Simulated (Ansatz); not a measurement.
Input:

VSn₂:
```xyz
12
Lattice="0.0000 4.7087 9.3142 2.7530 0.0000 9.3142 2.7530 4.7087 0.0000" Properties=species:S:1:pos:R:3 pbc="T T T"
V      4.1295     7.0630    16.3514
V      4.1295     7.0630    11.5913
V      2.7530     4.7087     6.9341
V      2.7530     4.7087    11.6943
Sn     4.1295     8.6225    13.9713
Sn     4.1295     5.5036    13.9713
Sn     2.7530     3.1492     9.3142
Sn     2.7530     6.2681     9.3142
Sn     1.3765     2.3543     3.0869
Sn     1.3765     2.3543     6.2273
Sn     2.7530     4.7087     1.5702
Sn     2.7530     4.7087    17.0583
```

This is the r²SCAN-relaxed structure.

Task: All from plane-wave PAW r²SCAN (Ansatz code), unless another level is named. Estimate the formation energy from the elements (no fitted shifts).

Result: -0.018 eV/atom.

Task: Predict the density of states at the Fermi level.

Result: 0.66 states/eV per atom (mean over ±0.08 eV).

Space group Fddd. The first step of the workflow began from a Materials Project structure, measured or hypothetical; the Crystallography Open Database files this formula in space group No. 70, but the cells were not matched. Its standing as an ambient phase is unchecked. The r²SCAN relaxation kept the symmetry of its start; its stability against distortions is not shown here. The run is not spin-polarised. The references are the lowest solids computed at this level, not always the standard phases. Scalar-relativistic: spin–orbit coupling is off unless named, which matters more the heavier the elements.

Potentials: the later of the program's two PAW sets.
